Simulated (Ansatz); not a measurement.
SiSnGeC:
```cif
data_CGeSiSn
_chemical_formula_sum 'C1 Si1 Ge1 Sn1'
_space_group_name_H-M_alt 'P 1'
_space_group_IT_number 1
_cell_length_a 6.55811
_cell_length_b 6.55811
_cell_length_c 6.55811
_cell_angle_alpha 33.404
_cell_angle_beta 33.404
_cell_angle_gamma 33.404
loop_
_space_group_symop_operation_xyz
  'x, y, z'
loop_
_atom_site_label
_atom_site_type_symbol
_atom_site_fract_x
_atom_site_fract_y
_atom_site_fract_z
_atom_site_occupancy
C1 C 0.00891 0.00891 0.00891 1
Si1 Si 0.11114 0.11114 0.11114 1
Ge1 Ge 0.49324 0.49324 0.49324 1
Sn1 Sn 0.63671 0.63671 0.63671 1
```

Relaxed with PBE.

Q: Which orbitals make up the states near the Fermi level in PBE (plane waves, PAW; program Ansatz)?

A: Within 0.5 eV of the Fermi level: Ge 4p 31 %, Si 3p 22 %, C 2p 14 %, Sn 5p 12 %, C 2s 9 %, Sn 5s 7 %. Projections are on Löwdin-orthogonalised atomic valence shells; empty p or d shells of many metals are not among them.

Q: Tabulate the density of states.

A: States/eV per cell of 4 atoms, in 0.25 eV bins, energy from the Fermi level.

```tsv
E (eV)	total	C 2p	Ge 4p	Sn 5p
-7.85	2.62	0.70	0.29	0.12
-7.60	2.37	0.59	0.29	0.15
-7.35	1.54	0.30	0.27	0.10
-7.10	1.32	0.25	0.23	0.08
-6.85	1.16	0.22	0.19	0.07
-6.60	0.92	0.18	0.15	0.06
-6.35	0.77	0.15	0.12	0.05
-6.10	0.66	0.14	0.10	0.05
-5.85	0.56	0.12	0.08	0.05
-5.60	0.44	0.10	0.06	0.05
-5.35	0.44	0.12	0.06	0.06
-5.10	0.72	0.26	0.08	0.16
-4.85	1.73	0.59	0.29	0.40
-4.60	2.02	0.64	0.40	0.38
-4.35	2.15	0.62	0.48	0.35
-4.10	2.20	0.71	0.45	0.36
-3.85	3.06	1.12	0.56	0.48
-3.60	3.44	1.36	0.55	0.54
-3.35	2.12	0.78	0.38	0.34
-3.10	1.72	0.62	0.34	0.26
-2.85	1.53	0.55	0.32	0.23
-2.60	1.60	0.57	0.38	0.25
-2.35	2.24	0.67	0.69	0.40
-2.10	2.32	0.51	0.89	0.44
-1.85	2.31	0.51	0.91	0.37
-1.60	1.78	0.39	0.72	0.21
-1.35	1.23	0.26	0.51	0.11
-1.10	0.79	0.14	0.34	0.06
-0.85	0.59	0.09	0.27	0.03
-0.60	0.48	0.06	0.22	0.03
-0.35	0.40	0.05	0.19	0.02
-0.10	0.18	0.03	0.08	0.01
0.15	0.11	0.02	0.02	0.01
0.40	0.35	0.04	0.01	0.09
0.65	0.78	0.10	0.04	0.20
0.90	1.29	0.18	0.09	0.30
1.15	1.71	0.25	0.15	0.38
1.40	1.99	0.30	0.21	0.41
1.65	2.18	0.34	0.27	0.37
1.90	2.16	0.37	0.29	0.30
2.15	2.14	0.35	0.34	0.30
2.40	1.87	0.24	0.36	0.28
2.65	1.99	0.22	0.39	0.34
2.90	1.82	0.24	0.31	0.39
3.15	2.25	0.33	0.30	0.56
3.40	2.63	0.45	0.36	0.62
3.65	1.79	0.27	0.31	0.41
3.90	3.38	0.32	0.51	0.97
4.15	2.91	0.30	0.43	0.80
4.40	2.25	0.26	0.29	0.69
4.65	2.20	0.25	0.30	0.68
```

Space group R3m. The start of the workflow was typed in or built on a structure type; neither database checked (COD, Materials Project) lists it. Whether it is the stable phase at ambient conditions was not checked. The PBE relaxation kept the symmetry of its start; its stability against distortions is not shown here. The volume moved by 26 % from the start of the relaxation. Its formation energy is positive at this level, so the cell may be metastable or incomplete. Scalar-relativistic: spin–orbit coupling is off unless named, which matters more the heavier the elements.

Potentials: the earlier of the program's two PAW sets.
